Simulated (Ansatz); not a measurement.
Given:

Starting cell, ZnO (wurtzite):

```
ZnO
1.0
    3.27960     0.00000     0.00000
   -1.63980     2.84021     0.00000
    0.00000     0.00000     5.29330
Zn O
2 2
Direct
  0.66667   0.33333   0.00215
  0.33333   0.66667   0.50215
  0.66667   0.33333   0.62305
  0.33333   0.66667   0.12305
```

In this cell atom 3 (O, nearest neighbour Zn at 1.999 Å; its periodic images, 3.3 Å or more away, move with it) is moved by s along Cartesian x, unit vector (1.000, 0.000, 0.000); all other atoms and the cell stay fixed.

The numbers are results of PBE (plane waves to 420 eV, PAW, scalar-relativistic; Ansatz, an electronic-structure program), not measurements. k mesh 9×9×5 (Γ-centred), Fermi-Dirac smearing 0.05 eV. The energy includes the smearing's −TS. ZnO was relaxed with its symmetry unable to fall. ΔE is measured from the undisplaced structure.

The scan covers s from -0.600 to 0.600 Å in 11 points.

Question: Is this a single well or a double well?

Answer: A single well with its minimum at or next to zero displacement.

Question: Is the energy the same for equal positive and negative displacements?

Answer: Even: the same for both signs. With its periodic images moving along, the atom's site symmetry in this cell is 3m..

Question: What force acts on the atom along the line at s = -0.600 Å?

Answer: 8.23 eV/Å.

Question: What is the energy change at s = 0.600 Å?

Answer: 1898 meV/cell.

Question: What is the force constant k = d²E/ds² of this move at s = 0?

Answer: 7.11 eV/Å².

(A displaced cell: forces are minus the slopes of the energy, force constants its curvatures, and phonons follow from these.)
